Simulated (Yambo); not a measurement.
Yambo input for AlClO (space group Pmmn, No. 59) (a = 3.147 Å, b = 3.633 Å, c = 7.845 Å, α = β = γ = 90.00°), on PBEsol (pw.x of Quantum ESPRESSO, ONCV potentials, without SOC) wavefunctions on a 10×10×4 mesh:

```
optics
chi
dipoles
kernel
FFTGvecs= 40 Ry
Chimod= "HARTREE"
NGsBlkXd= 3 Ry
% QpntsRXd
 1 | 1 |
%
% BndsRnXd
 1 | 68 |
%
GrFnTpXd= "R"
% EnRngeXd
 0.0 | 20.0 | eV
%
% DmRngeXd
 0.2 | 0.2 | eV
%
CGrdSpXd= 50
ETStpsXd= 161
% LongDrXd
 0.0 | 1.0 | 0.0 |
%
```

First lines of the file o-*.eps_q1_inv_rpa_dyson:

```
Absorption @ Q(1):   0.00000000     1.00000000     0.00000000    [q->0 direction]
#
# [ X ] Hartree size     :   59
# [GEN] GF Energies     : Perdew, Burke & Ernzerhof SOL(X)+Perdew, Burke & Ernzerhof SOL(C)
# [GEN] Green`s Function     : Retarded
#
# [GEN] Gauge     : Length
# [GEN] [r,Vnl] included     : yes
#
#    E[1] [eV]     Im(eps)     Re(eps)     Im(eps_o)     Re(eps_o)
#
     0.000000     0.21282E-19     2.755269     0.19140E-19     3.120597
     0.125000     0.687277E-3     2.755484     0.847396E-3     3.120861
     0.250000     0.001376     2.756127     0.001696     3.121654
     0.375000     0.002067     2.757201     0.002549     3.122979
     0.500000     0.002763     2.758708     0.003406     3.124836
     0.625000     0.003465     2.760650     0.004270     3.127230
     0.750000     0.004173     2.763033     0.005142     3.130166
     0.875000     0.004891     2.765860     0.006024     3.133649
     1.000000     0.005619     2.769137     0.006918     3.137686
     1.125000     0.006359     2.772873     0.007826     3.142285
     1.250000     0.007113     2.777074     0.008750     3.147455
     1.375000     0.007882     2.781750     0.009692     3.153207
     1.500000     0.008669     2.786912     0.010654     3.159553
     1.625000     0.009476     2.792570     0.011639     3.166506
     1.750000     0.010305     2.798738     0.012648     3.174080
     1.875000     0.011159     2.805430     0.013686     3.182292
     2.000000     0.012039     2.812663     0.014754     3.191161
     2.125000     0.012950     2.820453     0.015856     3.200706
     2.250000     0.013893     2.828821     0.016995     3.210949
     2.375000     0.014874     2.837788     0.018175     3.221914
     2.500000     0.015894     2.847379     0.019401     3.233629
     2.625000     0.016959     2.857618     0.020676     3.246122
     2.750000     0.018074     2.868535     0.022005     3.259427
     2.875000     0.019243     2.880163     0.023395     3.273577
     3.000000     0.020473     2.892537     0.024852     3.288613
     3.125000     0.021770     2.905696     0.026382     3.304578
     3.250000     0.023142     2.919685     0.027993     3.321520
     3.375000     0.024598     2.934551     0.029695     3.339491
     3.500000     0.026148     2.950351     0.031498     3.358551
     3.625000     0.027804     2.967145     0.033414     3.378766
     3.750000     0.029579     2.985002     0.035456     3.400209
     3.875000     0.031491     3.004001     0.037643     3.422962
     4.000000     0.033560     3.024231     0.039992     3.447121
```
(The file goes on to the top of the energy range.) Convergence of the RPA response with its 10×10×4 mesh was not tested.

Geometry relaxed with PBE+D3(BJ).
